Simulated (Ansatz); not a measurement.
ScSi:
```
ScSi
1.0
    1.95652    -4.86543     0.00000
    1.95652     4.86543     0.00000
    0.00000     0.00000     3.60682
Sc Si
2 2
Cartesian
  1.95652   3.51395   2.70511
  1.95652  -3.51395   0.90170
  1.95652   0.79673   2.70511
  1.95652  -0.79673   0.90170
```

Relaxed with LDA. Special points in fractions of this cell's reciprocal vectors: Γ (0.000, 0.000, 0.000); Y (-0.500, 0.500, 0.000); C0 (-0.290, 0.710, 0.000); Σ0 (0.290, 0.290, 0.000); Z (0.000, 0.000, 0.500); A0 (0.290, 0.290, 0.500); E0 (-0.290, 0.710, 0.500); T (-0.500, 0.500, 0.500); S (0.000, 0.500, 0.000); R (0.000, 0.500, 0.500).

**Question.** List the band energies nearest the Fermi level at these points for DFT-LDA in the program Ansatz with PAW potentials.

**Answer.** In eV from the Fermi level; about four levels below and three above (degenerate sets whole), none deeper than 8.9 eV; points with the same levels are listed once.

| k | below | above |
|---|---|---|
| Γ | -3.16 -2.13 -1.43 -1.20 | 0.09 0.79 1.46 |
| Y | -1.75 -1.65 -1.02 -0.51 | 1.26 1.36 1.83 |
| C0 | -4.94 -2.15 -2.01 -1.84 | 0.48 0.73 1.37 |
| Z | -1.80 -1.80 -1.16 -1.16 | 2.89 2.89 3.27 3.27 |
| A0 | -2.52 -2.52 -0.28 -0.28 | 2.09 2.09 3.35 3.35 |
| T | -1.38 -1.38 -0.06 -0.06 | 1.48 1.48 2.39 2.39 |
| S | -4.39 -3.12 -2.14 -1.62 | 0.29 0.82 1.52 |
| R | -2.50 -2.50 -0.60 -0.60 | 2.55 2.55 3.32 3.32 |

Space group Cmcm. The workflow started from a Materials Project entry (that database holds measured and hypothetical structures alike); the Crystallography Open Database copy checked does not list it. Whether it is the stable phase at ambient conditions was not checked. Symmetry was held in the LDA relaxation; whether a distortion lowers the energy is not shown. No spin polarisation was allowed.

Potentials: the earlier of the program's two PAW sets. The files were generated under PBE; for other functionals the program regenerates the frozen cores, and for LDA and PBEsol the local potential too.
